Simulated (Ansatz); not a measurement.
Here is the system:

LaLuO3:
```cif
data_LaLuO3
_chemical_formula_sum 'La1 Lu1 O3'
_space_group_name_H-M_alt 'P 1'
_space_group_IT_number 1
_cell_length_a 4.19273
_cell_length_b 4.19273
_cell_length_c 4.19273
_cell_angle_alpha 90.000
_cell_angle_beta 90.000
_cell_angle_gamma 90.000
loop_
_space_group_symop_operation_xyz
  'x, y, z'
loop_
_atom_site_label
_atom_site_type_symbol
_atom_site_fract_x
_atom_site_fract_y
_atom_site_fract_z
_atom_site_occupancy
La1 La 0.00000 0.00000 0.00000 1
Lu1 Lu 0.50000 0.50000 0.50000 1
O1 O 0.00000 0.50000 0.50000 1
O2 O 0.50000 0.50000 0.00000 1
O3 O 0.50000 0.00000 0.50000 1
```

This is the PBEsol-relaxed structure.

Question: All from plane-wave PAW PBEsol (Ansatz code), unless another level is named. Predict the Debye temperature from the elastic constants.

Answer: 418 K.

Question: Next, the highest zone-centre frequency (without LO–TO term)?

Answer: 647 cm^-1.

Space group Pm-3m (cubic perovskite). A made-up cell: these elements were put on the sites of a structure type; neither database checked (COD, Materials Project) lists it. Whether it is the stable phase at ambient conditions was not checked. The PBEsol relaxation kept the symmetry of its start. At this level the phase is dynamically unstable (imaginary phonons). Spin–orbit coupling is left out wherever it is not named.

Potentials: the later of the program's two PAW sets.
